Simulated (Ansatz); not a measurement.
Input, command and steps of an Ansatz relaxation.

```yaml
crystal:
  lattice:
    - [4.4361841245, -2.5603943384, 0.0024221828]
    - [4.4361841245, 2.5603943384, 0.0024221828]
    - [-0.001740631, 0.0, 3.2326113691]
  atoms:
    - { symbol: Sc, position: [0.3333446656, 0.3333446656, 0.999997716] }
    - { symbol: Sc, position: [0.0, 0.0, 0.5] }
    - { symbol: Sc, position: [0.6666553344, 0.6666553344, 2.284e-06] }
basis:
  ecutwfc: 420
kpoints:
  mp_grid: { grid: [10, 10, 14] }
hamiltonian:
  xc: lda
scf:
  occupations: { method: gaussian, width: 0.1 }
output:
  forces: true
  stress: true
  eigenvalues: true
relax:
  adjacent_minimum: "off"
  f_tol: 0.005
  max_steps: 50
  cell: { stress_tol: 0.05 }
```

```bash
ansatz run input.yaml --threads 1 --pin off --max-ram 2560MiB --backend cpu --events-out ev --progress --plain --runs-dir out
```

Theory: DFT LDA, scalar-relativistic, plane waves, PAW in Ansatz 0.2.0.

Of 5 frames 5 are shown, positions in Å and forces in eV/Å; the SCF threshold varies from step to step. Steps run on the plane waves of an earlier cell, with a Pulay correction in the pressure. The basis is chosen afresh for the last frame, the zero of the energies, and at times for earlier ones too; energy and pressure step there, also at an unchanged geometry.

```xyz
3
Lattice="4.4362 -2.5604 0.0024 4.4362 2.5604 0.0024 -0.0017 0.0000 3.2326" Properties=species:S:1:pos:R:3:forces:R:3 pbc="T T T" step=1 free_energy_over_end_meV_per_atom=35.00 pressure_GPa=-4.79
Sc    2.9558    0.0000    3.2342   -0.0001    0.0000    0.0000
Sc   -0.0009    0.0000    1.6163    0.0000    0.0000    0.0000
Sc    5.9148    0.0000    0.0032    0.0001    0.0000    0.0000
3
Lattice="4.2696 -2.4646 0.0023 4.2696 2.4646 0.0023 -0.0017 0.0000 3.1076" Properties=species:S:1:pos:R:3:forces:R:3 pbc="T T T" step=2 free_energy_over_end_meV_per_atom=2.26 pressure_GPa=1.40
Sc    2.8448    0.0000    3.1092   -0.0003    0.0000    0.0000
Sc   -0.0008    0.0000    1.5538    0.0000    0.0000    0.0000
Sc    5.6927    0.0000    0.0031    0.0003    0.0000    0.0000
3
Lattice="4.2963 -2.4801 0.0023 4.2963 2.4801 0.0023 -0.0017 0.0000 3.1469" Properties=species:S:1:pos:R:3:forces:R:3 pbc="T T T" step=3 free_energy_over_end_meV_per_atom=-0.07 pressure_GPa=-0.14
Sc    2.8625    0.0000    3.1484    0.0000    0.0000    0.0000
Sc   -0.0009    0.0000    1.5734    0.0000    0.0000    0.0000
Sc    5.7284    0.0000    0.0031    0.0000    0.0000    0.0000
3
Lattice="4.2910 -2.4773 0.0023 4.2910 2.4773 0.0023 -0.0017 0.0000 3.1475" Properties=species:S:1:pos:R:3:forces:R:3 pbc="T T T" step=4 free_energy_over_end_meV_per_atom=-0.11 pressure_GPa=-0.01
Sc    2.8590    0.0000    3.1491    0.0000    0.0000    0.0000
Sc   -0.0009    0.0000    1.5738    0.0000    0.0000    0.0000
Sc    5.7213    0.0000    0.0031    0.0000    0.0000    0.0000
3
Lattice="4.2910 -2.4773 0.0023 4.2910 2.4773 0.0023 -0.0017 0.0000 3.1475" Properties=species:S:1:pos:R:3:forces:R:3 pbc="T T T" step=5 free_energy_over_end_meV_per_atom=0.00 pressure_GPa=-0.01
Sc    2.8590    0.0000    3.1491    0.0000    0.0000    0.0000
Sc   -0.0009    0.0000    1.5738    0.0000    0.0000    0.0000
Sc    5.7213    0.0000    0.0031    0.0000    0.0000    0.0000
```

The run took 84 s on 1 thread of Intel(R) Xeon(R) 6975P-C (Granite Rapids) (shared host), peak memory 0.79 GiB.